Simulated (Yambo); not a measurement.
```cif
data_K3Lu3S6
_chemical_formula_sum 'S6 K3 Lu3'
_space_group_name_H-M_alt 'R-3m :H'
_space_group_IT_number 166
_space_group_name_Hall '-R 3 2"'
_cell_length_a 3.90759
_cell_length_b 3.90759
_cell_length_c 21.70287
_cell_angle_alpha 90.000
_cell_angle_beta 90.000
_cell_angle_gamma 120.000
loop_
_atom_site_label
_atom_site_type_symbol
_atom_site_symmetry_multiplicity
_atom_site_Wyckoff_symbol
_atom_site_fract_x
_atom_site_fract_y
_atom_site_fract_z
_atom_site_occupancy
S1 S 6 c 0.00000 0.00000 0.23340 1
K1 K 3 a 0.00000 0.00000 0.00000 1
Lu1 Lu 3 b 0.00000 0.00000 0.50000 1
```
(The calculation used a cell of 4 atoms; values per cell refer to that cell.)

KLuS$_{2}$ (space group R-3m, No. 166) under isotropic strain (on all lattice vectors), counted from the cell relaxed with PBEsol, atoms relaxed at each step. PBEsol (pw.x of Quantum ESPRESSO, ONCV potentials, scalar-relativistic); G0W0 in Yambo (4×4×4 Γ-centred k mesh, bands 2 to 111 and a 6 Ry block in the screening, 111 bands in G with the Bruneval-Gonze terminator, plasmon pole fitted at 27.2 eV).

Unstrained, the direct gap at F is 2.97 eV in PBEsol and 4.33 eV in G0W0.

Problem. How fast does it move with strain?

Solution. Between -0.7 % and +1 % the direct gap at F has a volume deformation potential dE/dlnV of 4.0 eV in G0W0 and 3.0 eV in PBEsol. (G0W0: 4.240 eV at -0.7 %, 4.443 eV at +1 %; Δ ln V = 3 ln(1.01/0.993) = 0.0509.) Convergence of the GW settings isn't established. The 4f states are in the valence at their DFT position.
